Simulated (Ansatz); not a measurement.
**Fe$_{2}$O$_{3}$: do energies and stresses tell the same story?**

The calculation used DFT PBEsol, scalar-relativistic, plane waves, PAW (Ansatz 0.2.0).

Settings: cutoff 420 eV, Γ-centred mesh 12×12×12 on the computed 10-atom cell, Gaussian smearing of 0.10 eV; collinear spin from starting moments 0.94 0.94 0.94 0.94 0 0 0 0 0 0 μB.

Relaxed cell: R-3c, a = 4.698 Å, b = 4.698 Å, c = 13.188 Å, α = 90.00°, β = 90.00°, γ = 120.00°, 10 atoms in the primitive cell.

Energies at zero smearing and pressures from the stress tensor, at volumes with shape and atoms relaxed:
| V (Å³/atom) | E − E(first) (meV/atom) | P (GPa) |
| --- | --- | --- |
| 7.898 | 0.00 | 20.64 |
| 8.150 | -23.33 | 9.46 |
| 8.402 | -30.48 | 0.01 |
| 8.654 | -23.95 | -7.97 |
| 8.906 | -5.87 | -14.70 |

Task: Check P = −dE/dV between neighbouring volumes, and get the bulk modulus from the pressures alone.

Result: With 1 eV/Å³ = 160.2 GPa:
```tsv
middle V (Å³/atom)	−ΔE/ΔV (GPa)	mean P (GPa)
8.024	14.830	15.054
8.276	4.545	4.737
8.528	-4.152	-3.981
8.780	-11.494	-11.335
```

The two differ by 0.22 GPa at most. The mean of two end pressures misses the average over a step by about ΔV² P″/12, up to 0.16 GPa here; with that taken off 0.07 GPa remains. The stress is the derivative of the free energy, not of the energy at zero smearing, and with free energies 0.01 GPa remains. Around V = 8.402 Å³/atom, the two neighbours give B = −V ΔP/ΔV = 8.402 × 17.44 / 0.504 = 290.6 GPa, against B0 = 289.2 GPa from the Birch–Murnaghan fit of the energies.

Moments started parallel, and an antiferromagnetic order may lie lower.

Only this magnetic start was tried.

Cost: 6 runs of about 28 core-minutes in all, on AMD EPYC 9R45 (Zen 5) (shared hosts).